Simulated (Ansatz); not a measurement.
Here is the system:

BaTiO3:
```cif
data_BaO3Ti
_chemical_formula_sum 'Ba1 Ti1 O3'
_space_group_name_H-M_alt 'P 1'
_space_group_IT_number 1
_cell_length_a 3.98471
_cell_length_b 3.98471
_cell_length_c 4.20562
_cell_angle_alpha 90.000
_cell_angle_beta 90.000
_cell_angle_gamma 90.000
loop_
_space_group_symop_operation_xyz
  'x, y, z'
loop_
_atom_site_label
_atom_site_type_symbol
_atom_site_fract_x
_atom_site_fract_y
_atom_site_fract_z
_atom_site_occupancy
Ba1 Ba 0.50000 0.50000 0.59156 1
Ti1 Ti 0.00000 0.00000 0.10878 1
O1 O 0.00000 0.50000 0.06010 1
O2 O 0.50000 0.00000 0.06010 1
O3 O 0.00000 0.00000 0.53945 1
```

This is the PBE-relaxed structure.

Problem. All from PBE in the plane-wave PAW code Ansatz, unless another level is named. Predict the smallest direct gap on the standard path.

Solution. 2.39 eV.

Problem. Give the electron effective mass with spin–orbit coupling.

Solution. 0.45, 0.45, 9.2 mₑ (principal values).

Problem. Predict the weight of the conduction-edge state by species (Voronoi cells).

Solution. Ti 81 %, O 17 %, Ba 2 %.

Problem. What about the weight of the valence-edge state by species (Voronoi cells)?

Solution. O 98 %.

Problem. Give the valence-band maximum.

Solution. at A.

Space group P4mm. The cell was relaxed with PBE under the symmetry of its start. The run is not spin-polarised. Scalar-relativistic: spin–orbit coupling is off unless named, which matters more the heavier the elements.

Potentials: the earlier of the program's two PAW sets.
